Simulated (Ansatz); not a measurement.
TiO2:
```
TiO2
1.0
   -1.88908     1.88908     4.79439
    1.88908    -1.88908     4.79439
    1.88908     1.88908    -4.79439
Ti O
2 4
Direct
  0.00000   0.00000   0.00000
  0.75000   0.25000   0.50000
  0.95721   0.45721   0.50000
  0.20721   0.20721   0.00000
  0.79279   0.79279   0.00000
  0.54279   0.04279   0.50000
```

Relaxed with r²SCAN. Special points in fractions of this cell's reciprocal vectors: Γ (0.000, 0.000, 0.000); X (0.000, 0.000, 0.500); P (0.250, 0.250, 0.250); N (0.000, 0.500, 0.000); M (0.500, 0.500, -0.500); S (0.289, 0.711, -0.289); S0 (-0.289, 0.289, 0.289); R (-0.078, 0.078, 0.500); G (0.500, 0.500, -0.078).

### Question
List the band energies nearest the valence-band maximum at these points for r²SCAN in the plane-wave PAW code Ansatz.

### Answer
In eV from the valence-band maximum; about four levels below and three above (degenerate sets whole), none deeper than 8.9 eV; points with the same levels are listed once.

```tsv
k	below	above
Γ	-0.79 -0.79 -0.47 -0.47	2.53 3.24 4.44 4.44 4.45 4.45
X	-2.07 -2.07 -0.05 -0.05	3.71 3.71 4.18 4.18
P	-1.62 -1.62 -0.24 -0.24	3.93 3.93 3.97 3.97
N	-1.96 -0.96 -0.86 -0.68	3.65 3.94 3.98
M	-1.29 -1.29 -0.12 -0.12	2.88 2.88 4.19 4.19
S	-1.22 -0.96 -0.91 -0.84	3.64 3.89 3.96
R	-1.91 -1.91 -0.09 -0.09	3.68 3.68 4.12 4.12
```

Space group I4_1/amd (anatase). Symmetry was held in the r²SCAN relaxation. No spin polarisation was allowed.

Potentials: the earlier of the program's two PAW sets.
